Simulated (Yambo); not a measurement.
G0W0@PBEsol for AlN (zinc blende, space group F-43m, No. 216) in Yambo. Reference settings: 6×6×6 Γ-centred k mesh, 77 bands and a 14 Ry block in the screening, 77 bands in G with the Bruneval-Gonze terminator, plasmon pole fitted at 27.2 eV. The PBEsol gap Γ → X on this mesh is 3.19 eV; G0W0 gaps are taken between the same points.

The settings were changed. The gap went from 4.67 eV to 4.38 eV, and the shift of the valence edge from -1.01 eV to -0.13 eV.

Q: Name the change that produced these shifts.
A) 14 bands in W, 14 bands in G, 5 Ry block
B) 4×4×4 mesh
C) 14 bands in W, 14 bands in G, no terminator
D) 14 bands in W, 14 bands in G, 2 Ry block

A: C, 14 bands in W, 14 bands in G, no terminator. The others gave (gap, valence shift): 4×4×4 mesh: 4.67, -1.01 eV; 14 bands in W, 14 bands in G, 2 Ry block: 4.35, -0.35 eV; 14 bands in W, 14 bands in G, 5 Ry block: 4.55, -0.53 eV.

Geometry relaxed with PBEsol; primitive cell a = b = c = 3.095 Å, α = β = γ = 60.00°.

This is not the ordinary phase of the substance; no match was found in the copy of COD used, and its stability was not checked.

A shift is the quasiparticle energy of the state minus its PBEsol energy.
